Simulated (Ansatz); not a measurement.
## Notes on a calculation: LaS2, relaxed from a CdCl2-type start to space group Fm-3m (read at 0.02 Å)

Method: PBEsol, scalar-relativistic; no spin polarisation; PAW, 420 eV, Γ-centred 8×8×8 mesh, 0.05 eV Gaussian smearing; code Ansatz. The datasets are Ansatz's generated set soft_2.

This is a trial structure; measured cells of the compound in the Crystallography Open Database are in space group Pnma.

The first cell:

```
La S
1.0
     2.10329    1.21434    6.35904
    -2.10329    1.21434    6.35904
     0.00000   -2.42867    6.35904
La S
1 2
Cartesian
  0.0000 0.0000 0.0000
  0.0000 0.0000 4.8074
  0.0000 0.0000 14.2697
```

The runs in order:

```
run   level  k-mesh                    kind  V (Å³/atom)  P (GPa)  E − E(final) (meV/atom)  gap on the mesh (eV)
  1  PBEsol   8×8×8  cell and atoms relaxed        25.40      0.0                      0.0                 metal
  2  PBEsol   8×8×8  cell and atoms relaxed        25.40      0.0                      0.0                 metal
```

The cell is relaxed to zero pressure at this level.

The final structure (symmetry read at 0.01 Å). It takes space group Fm-3m (No. 225, cubic). Conventional cell: a = 6.730 Å, b = 6.730 Å, c = 6.730 Å, α = 90.00°, β = 90.00°, γ = 90.00°. Around La (site symmetry m-3m) lie 8 S at 2.91 to 2.92 Å. S (site symmetry -43m) is surrounded by 4 La at 2.91 to 2.92 Å. (Neighbours are counted to 15 % beyond the shortest distance.)

At the final geometry the gap, band path included, is zero (metallic). The equation of state gives B0 = 66 GPa and B0′ = 3.8. Against the elements' standard states, run alike and uncorrected, the formation energy is -1.55 eV/atom. The runs in the table took roughly 4 core-minutes.

**What lies behind the numbers.**

The calculation's cell holds 23 valence electrons, an odd number. Without magnetic order each band takes two, so one stays part-filled and the crystal must be a metal. (Only strong correlation, outside this picture, could make a Mott insulator of it.) A formal count (La³⁺, S²⁻) falls 1 electron a formula unit short of closing the anions' shells, so the anion bands keep holes, which fits the metal found.

No spin–orbit coupling, a notable omission for heavy elements. Spin polarisation wasn't tried.
